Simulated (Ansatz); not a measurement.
Input file for Ansatz (an electronic-structure program):

Ansatz 0.2 input:
```yaml
crystal:
  lattice:
    - [0.0, 3.1231412296, 3.1231412296]
    - [3.1231412296, 0.0, 3.1231412296]
    - [3.1231412296, 3.1231412296, 0.0]
  atoms:
    - { symbol: Ba, position: [0.0, 0.0, 0.0] }
    - { symbol: F, position: [0.25, 0.25, 0.25] }
    - { symbol: F, position: [0.75, 0.75, 0.75] }
kpoints:
  mp_grid: { grid: [8, 8, 8] }
basis: { xc_grid: 2 }
hamiltonian:
  xc: pbe
  pseudopotentials: { kind: paw }
scf:
  occupations: { method: fixed }
checkpoint: { read: static.run }
output: { bader: true, populations: true }
```

Output (shortened):

```
Pseudopotential: Ba, paw, valence charge 10
Pseudopotential: F, paw, valence charge 7
Functional definition: PBE
Crystal: 3 atoms, lattice volume = 60.926 Å³
Basis set: ecut = 420 eV, 1243 PW (Γ), exchange–correlation on 60×60×60 points (8 copies of the dense FFT grid, shifted against one another)
Bands: 16, of which v1, the nominal top of the filled ones, is band 12 counted from 1 (11 counted from 0)
Symmetry: 48 space group operations
Space group: Fm-3m (ITA 225), of the structure as read, at distance tolerance 3.9e-5 Å
k-points: 29 of 512
Stability of the state it starts from, as read at its close in the unpolarized treatment …
iter 1 solved again at ethr=8.72e-7 eV; its pass at ethr=3.10e-3 eV (dr2=2.09e-4 eV) is discarded
SCF iter   1: F=—  HF=-7572.409589 eV  |F-HF|=—  |Δ(HF+E_count)|=         —  Δρ=3.27e-6  dr2=4.73e-9  ethr=8.72e-7  ⟨swp⟩=2.5  Hψ=3508  notcnv=0  defer=53
preconditioner: auto → none
SCF iter   2: F=—  HF=-7572.409589 eV  |F-HF|=—  |Δ(HF+E_count)|=   4.05e-7  Δρ=5.04e-6  dr2=1.02e-8  ethr=1.97e-11  ⟨swp⟩=8.5  Hψ=3181  notcnv=0
SCF iter   3: F=-7572.409589 eV  HF=-7572.409589 eV  |F-HF|=1.06e-9  |Δ(HF+E_count)|=   2.50e-9  Δρ=1.69e-6  dr2=1.19e-9  ethr=1.97e-11  ⟨swp⟩=1.0  Hψ=1217  notcnv=0
SCF 1 converged in 3 iterations: F = -7572.409589 eV  dr2 = 1.19e-9
SCF converged after 3 iterations
Free energy (F): -7572.409589 eV
Harris-Foulkes:  -7572.409589 eV  (|F-HF|=1.06e-9)
Internal energy: -7572.409589 eV  (E = F + TS)
E sigma→0 (E₀):  -7572.409589 eV
Fermi energy:    2.926680 eV
--- Per-component energies (eV) ---
  E_band       = -106.671811
  E_kinetic    = 583.076475
  E_local      = -1565.656483  (includes V_loc(G=0)·N_el)
  E_nonlocal   = 203.428833
  E_hartree    = 591.449890
  E_xc         = -329.905419
  E_vxc        = -342.930905  (∫ρ·V_xc dr)
  E_paw        = -5626.504937  (= ΣΔE_a)
  E_vpaw       = -167.495079  (= ΣTr[D̂ρ^β])
  E_aug_tail   = 0.004121  (compensation charges beyond the density's cutoff)
  E_ewald      = -1428.302069
  E_smearing   =  0.000000  (= −TS)
  E_closure    = 0.000000  (closes the sum)
  Σ components = -7572.409589   (vs F -7572.409589, Δ=0.00e0)
  [band-id]    e_kinetic+e_local+e_nonlocal+2·e_hartree+e_vxc+e_vpaw+e_augmentation_tail = -106.673258   (vs E_band -106.671811, Δ=-1.45e-3)
--- Band table (eV; the first three rows and the last of 29) ---
  k-point 0: bands = ["-20.1143", "-15.9696", "-15.9330", "-4.9807", "-4.9807", "-4.9807", "1.5175", "1.5175", "1.5175", "2.8429", "2.8429", "2.8429", "9.6574", "12.1113", "12.1113", "14.2060"]
  k-point 1: bands = ["-20.0880", "-15.9839", "-15.9654", "-5.0073", "-5.0030", "-5.0030", "1.5798", "1.5798", "1.6693", "2.7413", "2.8233", "2.8233", "10.0024", "12.0929", "12.0929", "14.0059"]
  k-point 2: bands = ["-20.0222", "-16.0600", "-16.0042", "-5.0658", "-5.0557", "-5.0557", "1.7247", "1.7247", "2.0360", "2.5327", "2.7827", "2.7827", "10.7961", "12.0721", "12.0721", "13.5625"]
  k-point 28: bands = ["-19.8568", "-16.1723", "-16.1723", "-5.3566", "-5.0900", "-5.0900", "1.7603", "2.3271", "2.5881", "2.5881", "2.6540", "2.7391", "10.4609", "12.6652", "12.7372", "12.7372"]
--- Löwdin populations: 3 sites ---
  site symbol       q [e]
     0     Ba      8.2031
     1      F      7.7881
     2      F      7.7881
  spilling = 0.009198 (of n_electrons = 24.000000)
--- Bader charges: 3 sites ---
  site symbol  charge [e]  shift [e]
     0     Ba      1.6878     0.0000
     1      F     -0.8439     0.0000
     2      F     -0.8439     0.0000
  shift: an alarm, by how much a part of what the PAW files miss would move the charge. Where it is large, compare
  with a run on PAW files of another source; a small one proves nothing
  estimated error of the sums over rays = 9.0e-5 e
```

Cost: roughly 30 core-seconds on shared cores.

The PBE relaxation kept the symmetry of its start. Spin–orbit coupling is left out wherever it is not named.

Potentials: the later of the program's two PAW sets.

Ansatz is a plane-wave DFT program.
